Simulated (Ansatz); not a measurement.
## Relaxation of ZnNi

All numbers below come from Ansatz, DFT r2SCAN, scalar-relativistic, plane waves, PAW. (500 eV cutoff, 20×20×16 k-mesh, Gaussian smearing of 0.10 eV, no spin polarisation)

What was changed: biaxial strain in the a-b plane, c and atoms relaxed: -1.0 %.

Command:

```bash
ansatz run input.yaml --threads 1 --pin off --max-ram 2560MiB --backend cpu --events-out ev --progress --plain --runs-dir out
```

Input:

```yaml
crystal:
  lattice:
    - [2.6657838262, 0.0, 0.0]
    - [0.0, 2.6657838262, 0.0]
    - [0.0, 0.0, 3.2078846392]
  atoms:
    - { symbol: Zn, position: [0.5, 0.5, 0.5] }
    - { symbol: Ni, position: [0.0, 0.0, 0.0] }
basis:
  ecutwfc: 500
kpoints:
  mp_grid: { grid: [20, 20, 16] }
hamiltonian:
  xc: r2scan
scf:
  occupations: { method: gaussian, width: 0.1 }
output:
  forces: true
  stress: true
  eigenvalues: true
relax:
  adjacent_minimum: "off"
  f_tol: 0.008
  max_steps: 40
  cell: { stress_tol: 0.015, fix: [a, b, gamma] }
```

F is the free energy. Steps run on the plane waves of an earlier cell, but the last one, and at times one on the way, on a freshly chosen basis, so a repeated geometry can differ a little in energy. The held parts of the cell keep their stress, so P needn't end at zero.

Steps:

```
step F − F(1) (eV) largest force component (eV/Å) V (Å³/atom) P (GPa)
   1         0.0000                           0.000       11.398     2.51
   2        -0.0008                           0.000       11.442     1.83
   3        -0.0012                           0.000       11.505     0.86
   4        -0.0012                           0.000       11.507     0.83
   5        -0.0014                           0.000       11.507     0.84
   6        -0.0014                           0.000       11.508     0.82
   7        -0.0014                           0.000       11.508     0.82
```

Relaxed structure:

```
CELL_PARAMETERS angstrom
2.66578 0.00000 0.00000
0.00000 2.66578 0.00000
0.00000 0.00000 3.23879
ATOMIC_POSITIONS crystal
Zn 0.50000 0.50000 0.50000
Ni 0.00000 0.00000 0.00000
```

It takes space group P4/mmm (No. 123, tetragonal). Conventional cell: a = 2.666 Å, b = 2.666 Å, c = 3.239 Å, α = 90.00°, β = 90.00°, γ = 90.00°. Zn (site symmetry 4/mmm) is surrounded by 8 Ni at 2.49 Å and 4 Zn at 2.67 Å. Around Ni (site symmetry 4/mmm) lie 8 Zn at 2.49 Å and 4 Ni at 2.67 Å.

The run converged. Time: 3.8 min on 1 thread of Arm Neoverse V1 (shared host), peak memory 0.63 GiB.